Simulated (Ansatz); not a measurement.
HfO2 (fluorite, space group No. 225) at seven volumes, DFT-r²SCAN in the program Ansatz with PAW potentials, scaled uniformly. One row is withheld.

```
V (Å³/atom)  P (GPa)
-----------  -------
9.816          31.08
10.139         19.06
10.463          8.79
10.786          0.00
11.110         -7.53
11.434        -13.98
11.757             ?
```

**Question.** Fit the shown pressures and predict the withheld one.

**Answer.** P = (3/2)B₀(x^(7/2) − x^(5/2))[1 + (3/4)(B′ − 4)(x − 1)] with x = (V₀/V)^(2/3). Least squares on the six rows gives V₀ = 10.786 Å³/atom, B₀ = 271 GPa, B′ = 4.17. At V = 11.757, x = 0.9442 and P = -19.52 GPa. The run itself gave -19.49 GPa.

Space group Fm-3m (fluorite). This is a known high-temperature phase of the composition, computed here at zero pressure and temperature. Symmetry was held in the r²SCAN relaxation. At this level the phase is dynamically unstable (imaginary phonons). The run is not spin-polarised. Spin–orbit coupling is left out wherever it is not named.

Potentials: the later of the program's two PAW sets.
